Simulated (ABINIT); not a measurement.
ABINIT input for CdF$_{2}$, PBE with JTH PAW datasets:

```
pp_dirpath "./pseudo"
pseudos "Cd.GGA_PBE-JTH.xml, F.GGA_PBE-JTH.xml"

acell 3*1.0 angstrom
rprim
    0.000000000000     2.700520000000     2.700520000000
    2.700520000000     0.000000000000     2.700520000000
    2.700520000000     2.700520000000     0.000000000000
ntypat 2
znucl 48 9
natom 3
typat 1 2 2
xred
    0.000000000000     0.000000000000     0.000000000000
    0.250000000000     0.250000000000     0.250000000000
    0.750000000000     0.750000000000     0.750000000000
tolsym 1e-5
chksymtnons 0
chkprim 0

ecut 22.5
pawecutdg 45
pawovlp 20
ngkpt 7 7 7
nshiftk 1
shiftk 0 0 0
nband 16
occopt 7
tsmear 0.001
diemac 8
tolvrs 1e-10
nstep 90

nucefg 2
quadmom 0 0
nucfc 1
prtwf 0
prtden 0
prteig 0
prtebands 0
prtgsr 0
```

Geometry: a computed entry of the Materials Project; it was not checked against measured cells. It is CdF2 in Fm-3m; whether this form has been observed was not checked. Stability against distortions was not tested.

Each row changes or adds one setting. The quadmom values are sizes without sign and don't touch the SCF cycle. The limit is 90 steps. Cost ratios are rough, from a shared machine.  

Q: Which of these changes costs the most SCF steps: diemac = 1; diemac = 1000; diemac = 16; diemac = 40; iscf = 2; iscf = 3; iscf = 7; kptopt = 2; npulayit = 12; npulayit = 3?

A: iscf = 2, with 52 steps against 12.

```tsv
setting typed	SCF steps	k-points	converged	rough cost ratio
as in the input	12	20	yes	about 1
diemac = 1	13	20	yes	about 1
diemac = 1000	14	20	yes	about 1
diemac = 16	12	20	yes	about 1
diemac = 40	12	20	yes	about 1
iscf = 2	52	20	yes	3
iscf = 3	28	20	yes	2
iscf = 7	19	20	yes	about 1
kptopt = 2	13	172	yes	5
npulayit = 12	12	20	yes	about 1
npulayit = 3	13	20	yes	about 1
```
